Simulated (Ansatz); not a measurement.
**Al-27 NMR of the central transition in RbAlBr₄**

Cell: a Materials Project structure (computed, not necessarily an observed phase), taken as it stands.

Space group Pnma (No. 62); a = 11.8282, b = 7.5300, c = 9.8772 Å.

| site | Wyckoff | site symmetry | x | y | z |
| --- | --- | --- | --- | --- | --- |
| Rb | 4c | .m. | 0.1809 | 0.2500 | 0.6652 |
| Al | 4c | .m. | 0.0622 | 0.2500 | 0.1905 |
| Br9 | 4c | .m. | 0.3858 | 0.2500 | 0.4061 |
| Br13 | 4c | .m. | 0.2066 | 0.2500 | 0.0347 |
| Br17 | 8d | 1 | 0.0807 | 0.0016 | 0.3269 |

One atom of each set is listed.

All values are calculated (Ansatz; DFT, PBE, plane waves and PAW, scalar-relativistic, 420 eV cutoff, Γ-centred 3×4×3 k-points, Fermi–Dirac smearing 0.02 eV), not measured.

Al-27 has I = 5/2 and Q = 146.6 mb (Pyykkö 2018); at 14.1 T its Larmor frequency is ν₀ = 156.6 MHz. Only the quadrupole interaction is simulated: positions count from each site's isotropic chemical shift, and J coupling is left out, as are shift anisotropy and dipolar coupling, which fast spinning averages.

Task: Give C_Q, η, the quadrupolar product P_Q = |C_Q|(1 + η²/3)^½, the second-order isotropic shift and the breadth of the pattern (fast magic-angle spinning) for each Al site.

Result: 

| site | first shell | C_Q (MHz) | η | P_Q (MHz) | δ_QIS (ppm) | breadth (kHz) |
| --- | --- | --- | --- | --- | --- | --- |
| Al | 4 Br at 2.29–2.32 Å | -1.42 | 0.44 | 1.47 | -0.529 | 0.192 |

δ_QIS = −(ν_Q²/30ν₀²)[I(I+1) − 3/4](1 + η²/3) × 10⁶ ppm with ν_Q = 3|C_Q|/[2I(2I−1)]; it falls as 1/B₀² in ppm, and the breadth as 1/B₀ in kHz.
